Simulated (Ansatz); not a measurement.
Input and command of a plane-wave DFT calculation in Ansatz:

```yaml
crystal:
  lattice:
    - [6.839136, -3.066006, 0.0]
    - [6.839136, 3.066006, 0.0]
    - [-6.830977, 0.0, 6.847609]
  atoms:
    - { symbol: Ge, position: [0.497343, 0.497343, 0.011044] }
    - { symbol: Ge, position: [0.284287, 0.284287, 0.18783] }
    - { symbol: Sb, position: [0.11187, 0.11187, 0.417352] }
    - { symbol: Sb, position: [0.901708, 0.901708, 0.587873] }
    - { symbol: Te, position: [0.399959, 0.399959, 0.597118] }
    - { symbol: Te, position: [0.206519, 0.206519, 0.809803] }
    - { symbol: Te, position: [0.008324, 0.008324, 0.006435] }
    - { symbol: Te, position: [0.795288, 0.795288, 0.196112] }
    - { symbol: Te, position: [0.594702, 0.594702, 0.386433] }
basis:
  ecutwfc: 350
kpoints:
  mp_grid: { grid: [8, 8, 6] }
hamiltonian:
  xc: pbe
scf:
  occupations: { method: gaussian, width: 0.01 }
output:
  forces: true
  stress: true
  eigenvalues: true
```

```bash
ansatz run input.yaml --threads 2 --pin off --max-ram 5120MiB --backend cpu --events-out ev --progress --plain --runs-dir out
```

Processor: Intel(R) Xeon(R) Processor @ 2.50GHz (Skylake/Cascade Lake), 2 threads, on a host shared with other jobs.

Problem. Estimate time, memory and problem size.

Solution. About 2.7 min on 2 threads of Intel(R) Xeon(R) Processor @ 2.50GHz (Skylake/Cascade Lake) (shared host), peak memory 1.6 GiB. It solves 83 bands at 114 k points (the mesh reduced by symmetry) with about 4273 plane waves, in 7 SCF iterations.
